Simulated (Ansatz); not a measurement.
SrCl2:
Space group Fm-3m (No. 225); a = 6.9080 Å, b = 6.9080 Å, c = 6.9080 Å, α = 90.00°, β = 90.00°, γ = 90.00°

```tsv
atom	site	symmetry	x	y	z
Sr	4a	m-3m	0.0000	0.0000	0.0000
Cl	8c	-43m	0.2500	0.2500	0.2500
```
(The calculation used a cell of 3 atoms; values per cell refer to that cell.)

Relaxed with PBEsol. Independent-particle spectrum: no excitons, no local fields, no scissors shift; 0.1 eV broadening; ε₁ of the summed bands alone.

### Question
Tabulate the dielectric function from PBEsol in the plane-wave PAW code Ansatz.

### Answer


```
E (eV)  ε₁ xx  ε₂ xx
------  -----  -----
0.0      3.31   0.00
0.3      3.31   0.00
0.6      3.32   0.00
0.9      3.33   0.00
1.2      3.35   0.00
1.5      3.38   0.00
1.8      3.40   0.00
2.1      3.44   0.00
2.4      3.49   0.00
2.7      3.54   0.00
3.0      3.60   0.00
3.3      3.68   0.00
3.6      3.77   0.00
3.9      3.87   0.00
4.2      4.00   0.00
4.5      4.16   0.00
4.8      4.35   0.00
5.1      4.61   0.00
5.4      4.99   0.00
5.7      5.61   0.22
6.0      6.12   0.63
6.3      6.80   1.54
6.6      6.33   1.99
6.9      7.71   2.28
7.2      8.44   5.44
7.5      5.99   9.36
7.8      1.60   7.33
8.1      1.14   6.21
8.4      0.90   6.26
8.7     -0.28   3.40
9.0      1.08   2.99
9.3      1.83   3.42
9.6      1.39   5.28
9.9     -0.34   4.24
10.2    -0.85   2.48
10.5    -0.01   2.18
10.8     0.49   1.86
11.1     0.85   2.13
11.4     1.13   2.36
11.7     0.66   2.74
12.0     0.37   2.31
```

### Question
From ε at 5.9 eV (xx: 5.93 + 0.49i), find n, k, the normal reflectivity and the absorption coefficient.

### Answer
n = 2.44, k = 0.100, R = 18 %, α = 2kE/ħc = 60000 cm⁻¹.

With all bands, ε∞ without local fields is 3.34. DFPT, with local fields, gives 3.02.

The cell was relaxed with PBEsol under the symmetry of its start. Scalar-relativistic: spin–orbit coupling is off unless named, which matters more the heavier the elements.

Potentials: the later of the program's two PAW sets.
